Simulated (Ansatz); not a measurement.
MgH2 (rutile), map of one atom of the cell

MgH₂ (rutile)

```yaml
crystal:
  lattice:
    - [4.51729, 0.00000, 0.00000]
    - [0.00000, 4.51729, 0.00000]
    - [0.00000, 0.00000, 3.01286]
  atoms:
    - { symbol: Mg, position: [0.00000, 0.00000, 0.00000] }
    - { symbol: Mg, position: [0.50000, 0.50000, 0.50000] }
    - { symbol: H, position: [0.30441, 0.30441, 0.00000] }
    - { symbol: H, position: [0.80441, 0.19559, 0.50000] }
    - { symbol: H, position: [0.19559, 0.80441, 0.50000] }
    - { symbol: H, position: [0.69559, 0.69559, 0.00000] }
```

In this cell atom 5 (H, nearest neighbour Mg at 1.945 Å; its periodic images, 3.0 Å or more away, move with it) is moved by u·(1.000, 0.000, 0.000) + v·(0.000, 1.000, 0.000); the rest is frozen.

These are PBE (plane waves to 420 eV, PAW, scalar-relativistic; Ansatz, an electronic-structure program) values and carry that method's errors. k mesh 6×6×9 (Γ-centred), Fermi-Dirac smearing 0.05 eV. Energies are smeared free energies. Points where atoms come too close for the PAW data are left out (x in tables, blank in figures). Fu and Fv are the components of the force on the atom. MgH2 was relaxed with its symmetry unable to fall. ΔE is measured from the undisplaced structure. Axes are in Å.

ΔE (meV/cell), with u across and v down:

```
v \ u   -0.490  -0.327  -0.163  0.000  0.163  0.327  0.490
------  ------  ------  ------  -----  -----  -----  -----
-0.490     342     262     288    467    865   1565      x
-0.327     258     144     116    204    445    885   1565
-0.163     260     112      35     49    179    445    865
0.000      357     170      45      0     49    204    467
0.163      547     316     143     45     35    116    288
0.327      817     539     316    170    112    144    262
0.490     1142     817     547    357    260    258    342
```

Fv (eV/Å), with u across and v down:

```
v \ u   -0.490  -0.327  -0.163  0.000  0.163  0.327  0.490
------  ------  ------  ------  -----  -----  -----  -----
-0.490    0.75    0.96    1.31   1.94   3.05   4.96      x
-0.327    0.26    0.47    0.78   1.28   2.09   3.39   5.40
-0.163   -0.30   -0.08    0.22   0.62   1.19   2.04   3.26
0.000    -0.88   -0.63   -0.34   0.00   0.42   0.96   1.69
0.163    -1.43   -1.15   -0.85  -0.54  -0.21   0.15   0.57
0.327    -1.85   -1.56   -1.26  -0.97  -0.71  -0.46  -0.20
0.490    -2.09   -1.81   -1.54  -1.30  -1.09  -0.91  -0.75
```

Summary:

```
Item                                                                                                           Value
-----------------------------------------------------------------------------  -------------------------------------
Principal force constants in the plane (five-point differences of the forces)                      1.3 and 5.8 eV/Å²
Softest direction at the centre                                                                 45° from u towards v
Centre of the map                                                                                          a minimum
Lowest place on the grid                                                       u = 0.000 Å, v = 0.000 Å (0 meV/cell)
```

(For displaced atoms, the force is minus the slope of the energy, and its curvature is a force constant, which sets phonon frequencies.)
